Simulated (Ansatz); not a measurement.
⁵¹V NMR of the central transition in LiVOF4

Cell: a computed structure from the Materials Project (it need not be an observed phase).

Space group P-1 (No. 2); a = 5.4019, b = 5.6969, c = 7.0344 Å, α = 104.48°, β = 96.26°, γ = 112.17°.

```
site  Wyckoff  site symmetry       x       y       z
  Li       2i              1  0.6676  0.3108  0.7473
  V3       1a             -1  0.0000  0.0000  0.0000
  V4       1b             -1  0.0000  0.0000  0.5000
   O       2i              1  0.9166  0.0181  0.2467
  F7       2i              1  0.7661  0.1512  0.9408
  F8       2i              1  0.0367  0.6903  0.3882
  F9       2i              1  0.7165  0.6632  0.8913
 F10       2i              1  0.3690  0.1897  0.5169
```

One atom of each set is listed.

Method: Kohn–Sham DFT in Ansatz, PBE, plane waves and PAW (field gradients read without the response of the frozen cores, which leaves them typically 4 to 6 % off), scalar-relativistic, 420 eV cutoff, Γ-centred 5×5×4 k-points, Fermi–Dirac smearing 0.02 eV.

⁵¹V has I = 7/2 and Q = -52.00 mb (Pyykkö 2018); at 28.2 T its Larmor frequency is ν₀ = 316.2 MHz. Only the quadrupole interaction is simulated: positions count from each site's isotropic chemical shift, and J coupling is left out, as are shift anisotropy and dipolar coupling, which fast spinning averages.

**Question.** What does the ⁵¹V spectrum (fast magic-angle spinning) show for each site?

**Answer.** 

```
site                        first shell  C_Q (MHz)     η  P_Q (MHz)  δ_QIS (ppm)  breadth (kHz)
  V3  2 O at 1.83 Å, 4 F at 1.84–1.85 Å       8.11  0.17       8.15        -1.70           1.20
  V4  2 O at 1.83 Å, 4 F at 1.84–1.85 Å       7.82  0.27       7.91        -1.60           1.15
```

δ_QIS = −(ν_Q²/30ν₀²)[I(I+1) − 3/4](1 + η²/3) × 10⁶ ppm with ν_Q = 3|C_Q|/[2I(2I−1)]; it falls as 1/B₀² in ppm, and the breadth as 1/B₀ in kHz.

The largest force is 0.3 eV/Å, so the atoms aren't at the calculated equilibrium and relaxing them would move these values.

The run took 14 s of wall time (14 s of CPU time) and 0.78 GiB at its peak, on 1 thread of AMD EPYC 9R45 (Zen 5) (x86_64; 16 cores open to the job, memory cap 3.0 GiB, no GPU), a shared host with a load of 0.3 a core.
